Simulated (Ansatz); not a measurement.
GaAs:
```
GaAs
1.0
    3.94801     0.00000     0.00000
   -1.97401     3.41908     0.00000
    0.00000     0.00000     6.51038
Ga As
2 2
Direct
  0.33333   0.66667   0.00006
  0.66667   0.33333   0.50006
  0.33333   0.66667   0.37394
  0.66667   0.33333   0.87394
```

Relaxed with LDA. Special points in fractions of this cell's reciprocal vectors: Γ (0.000, 0.000, 0.000); M (0.500, 0.000, 0.000); K (0.333, 0.333, 0.000); A (0.000, 0.000, 0.500); L (0.500, 0.000, 0.500); H (0.333, 0.333, 0.500).

List the band energies nearest the valence-band maximum at these points for LDA in the plane-wave PAW code Ansatz.

In eV from the valence-band maximum; about four levels below and three above (degenerate sets whole), none deeper than 8.9 eV; points with the same levels are listed once.

```json
[
 {"k": "Γ", "below": "-1.31 -1.31 -0.20 0.00 0.00", "above": "0.50 0.64 3.43 3.43"},
 {"k": "M", "below": "-4.32 -2.85 -2.57 -1.28", "above": "1.18 2.27 3.70"},
 {"k": "K", "below": "-4.77 -3.23 -3.23 -2.97", "above": "2.02 4.80 4.80"},
 {"k": "A", "below": "-0.75 -0.75 -0.75 -0.75", "above": "1.39 1.39 4.27 4.27 4.27 4.27"},
 {"k": "L", "below": "-2.32 -2.32 -2.20 -2.20", "above": "1.17 1.17 2.82 2.82"},
 {"k": "H", "below": "-4.06 -4.06 -1.83 -1.83", "above": "1.98 1.98 4.62 4.62"}
]
```

Space group P6_3mc (wurtzite). The first step of the workflow began from a Materials Project structure, measured or hypothetical; the Crystallography Open Database copy checked does not list it. It is not the phase usual at ambient conditions (space group No. 216). The LDA relaxation kept the symmetry of its start; phonons on a q-mesh show no instability. Spin–orbit coupling is left out wherever it is not named.

Potentials: the later of the program's two PAW sets.
